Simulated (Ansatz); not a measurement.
Relaxation path: hcp Hf (10-10), 6 layers

DFT, PBEsol, PAW with Ansatz's default frozen-core files, scalar-relativistic (Ansatz 0.2.0); a Γ-centred 10×7×1 k mesh, Fermi–Dirac smearing of 0.05 eV, no spin polarisation. The run relaxes the atoms in the fixed cell.

Command: `ansatz run input.yaml --threads 2 --pin off --max-ram 4096MiB --backend cpu --events-out ev --progress --plain --runs-dir out` It took 87 s on 2 threads of AMD EPYC 9R45 96-Core Processor (Zen 5) (shared host), peak memory 1.1 GiB.

```yaml
crystal:
  lattice:
    - [3.1588656729, 0.0, 0.0]
    - [0.0, 4.9986711415, 0.0]
    - [0.0, 0.0, 22.3832]
  atoms:
    - { symbol: Hf, position: [0.75, 0.75, 0.3574108747] }
    - { symbol: Hf, position: [0.25, 0.25, 0.398150625] }
    - { symbol: Hf, position: [0.25, 0.75, 0.4796301248] }
    - { symbol: Hf, position: [0.75, 0.25, 0.5203698752] }
    - { symbol: Hf, position: [0.75, 0.75, 0.601849375] }
    - { symbol: Hf, position: [0.25, 0.25, 0.6425891253] }
kpoints:
  mp_grid: { grid: [10, 7, 1] }
scf:
  occupations: { method: fermi_dirac, width: 0.05 }
hamiltonian:
  xc: pbesol
  pseudopotentials: { kind: paw }
output:
  forces: true
  stress: true
  eigenvalues: true
relax:
  f_tol: 0.01
  max_steps: 40
efield:
  axis: 3
  amplitude: 0
  dipole_correction: true
```

Each step lists its free energy a cell above the last geometry, and Cartesian positions (Å) with forces (eV/Å).

The first step:

```
step 1  dF = 84.72 meV
  Hf 2.3691 3.7490 8.0000   0.0000 0.0000 0.5380
  Hf 0.7897 1.2497 8.9119   0.0000 0.0000 0.1367
  Hf 0.7897 3.7490 10.7357   0.0000 0.0000 -0.3396
  Hf 2.3691 1.2497 11.6475   0.0000 0.0000 0.3396
  Hf 2.3691 3.7490 13.4713   0.0000 0.0000 -0.1367
  Hf 0.7897 1.2497 14.3832   0.0000 0.0000 -0.5380
```

Spin–orbit coupling is left out, which matters for the heavy atoms. The PAW files were made under PBE. The cell is 1×1, so reconstructions are forbidden.

Q: Where does the relaxation end, and by which steps?

A: After 5 geometries, with a shortest distance of 3.034 Å. The further steps:
```
step 2  dF = 36.21 meV
  Hf 2.3691 3.7490 8.1958   0.0000 0.0000 -0.4682
  Hf 0.7897 1.2497 8.9988   0.0000 0.0000 0.0548
  Hf 0.7897 3.7490 10.7125   0.0000 0.0000 0.2571
  Hf 2.3691 1.2497 11.6707   0.0000 0.0000 -0.2571
  Hf 2.3691 3.7490 13.3844   0.0000 0.0000 -0.0548
  Hf 0.7897 1.2497 14.1874   0.0000 0.0000 0.4682
step 3  dF = 0.50 meV
  Hf 2.3691 3.7490 8.1136   0.0000 0.0000 0.0191
  Hf 0.7897 1.2497 8.9828   0.0000 0.0000 -0.0110
  Hf 0.7897 3.7490 10.7143   0.0000 0.0000 -0.0514
  Hf 2.3691 1.2497 11.6689   0.0000 0.0000 0.0514
  Hf 2.3691 3.7490 13.4004   0.0000 0.0000 0.0110
  Hf 0.7897 1.2497 14.2696   0.0000 0.0000 -0.0191
step 4  dF = 0.13 meV
  Hf 2.3691 3.7490 8.1134   0.0000 0.0000 -0.0008
  Hf 0.7897 1.2497 8.9822   0.0000 0.0000 0.0054
  Hf 0.7897 3.7490 10.7090   0.0000 0.0000 -0.0190
  Hf 2.3691 1.2497 11.6742   0.0000 0.0000 0.0190
  Hf 2.3691 3.7490 13.4010   0.0000 0.0000 -0.0054
  Hf 0.7897 1.2497 14.2698   0.0000 0.0000 0.0008
step 5  dF = 0.00 meV
  Hf 2.3691 3.7490 8.1112   0.0000 0.0000 -0.0036
  Hf 0.7897 1.2497 8.9843   0.0000 0.0000 0.0013
  Hf 0.7897 3.7490 10.7036   0.0000 0.0000 -0.0001
  Hf 2.3691 1.2497 11.6796   0.0000 0.0000 0.0001
  Hf 2.3691 3.7490 13.3989   0.0000 0.0000 -0.0013
  Hf 0.7897 1.2497 14.2720   0.0000 0.0000 0.0036
```
